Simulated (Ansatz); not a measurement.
Re₂C:
```
CELL_PARAMETERS angstrom
      2.84659     0.00000     0.00000
     -1.42330     2.46522     0.00000
      0.00000     0.00000     9.84313
ATOMIC_POSITIONS crystal
  Re 0.33333 0.66667 0.60826
  Re 0.66667 0.33333 0.39174
  Re 0.66667 0.33333 0.10826
  Re 0.33333 0.66667 0.89174
  C  0.33333 0.66667 0.25000
  C  0.66667 0.33333 0.75000
```

Relaxed with r²SCAN. Special points in fractions of this cell's reciprocal vectors: Γ (0.000, 0.000, 0.000); M (0.500, 0.000, 0.000); K (0.333, 0.333, 0.000); A (0.000, 0.000, 0.500); L (0.500, 0.000, 0.500); H (0.333, 0.333, 0.500).

List the band energies nearest the Fermi level at these points for r²SCAN in the plane-wave PAW code Ansatz.

In eV from the Fermi level; about four levels below and three above (degenerate sets whole), none deeper than 8.9 eV; points with the same levels are listed once.

```
k                          below                          above
-  -----------------------------  -----------------------------
Γ  -2.15 -2.15 -2.03 -2.03 -2.00                 0.31 0.36 0.36
M        -1.81 -1.54 -1.13 -0.24                 1.82 2.13 2.86
K  -3.03 -3.03 -2.19 -1.42 -0.95                 1.32 1.76 1.76
A        -1.17 -1.17 -1.17 -1.17  0.97 0.97 1.94 1.94 1.94 1.94
L        -0.78 -0.78 -0.22 -0.22            2.72 2.72 3.26 3.26
H        -1.75 -1.75 -0.40 -0.40            1.81 1.81 2.73 2.73
```

Space group P6_3/mmc. The workflow started from a Materials Project entry (that database holds measured and hypothetical structures alike); the Crystallography Open Database copy checked does not list it. Whether it is the stable phase at ambient conditions was not checked. The cell was relaxed with r²SCAN under the symmetry of its start; its stability against distortions is not shown here. No spin polarisation was allowed. Scalar-relativistic: spin–orbit coupling is off unless named, which matters more the heavier the elements.

Potentials: the later of the program's two PAW sets.
